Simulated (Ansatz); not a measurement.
TaAs:
```
CELL_PARAMETERS angstrom
      3.21549     0.00000     0.00000
      0.00000     3.21549     0.00000
      0.00000     0.00000     3.21549
ATOMIC_POSITIONS crystal
  Ta 0.00000 0.00000 0.00000
  As 0.50000 0.50000 0.50000
```

Relaxed with PBE. Special points in fractions of this cell's reciprocal vectors: Γ (0.000, 0.000, 0.000); X (0.000, 0.500, 0.000); M (0.500, 0.500, 0.000); R (0.500, 0.500, 0.500).

**Question.** List the band energies nearest the Fermi level at these points for PBE (plane waves, PAW; program Ansatz).

**Answer.** In eV from the Fermi level; about four levels below and three above (degenerate sets whole), none deeper than 8.9 eV; points with the same levels are listed once.

```tsv
k	below	above
Γ	-3.00 -3.00	0.00 0.00 0.00
X	-8.23 -2.32 -2.32 -2.03	2.46 3.69 5.71
M	-4.83 -4.83 -3.21	0.12 0.12 1.94
R	-6.36 -6.36 -6.36	2.96 2.96 2.96
```

Space group Pm-3m (CsCl type). The cell is a constructed one: a structure type filled with these elements; neither database checked (COD, Materials Project) lists it. It is not the phase usual at ambient conditions (space group No. 109). The PBE relaxation kept the symmetry of its start; whether a distortion lowers the energy is not shown. No spin polarisation was allowed. Spin–orbit coupling is left out wherever it is not named.

Potentials: the earlier of the program's two PAW sets.
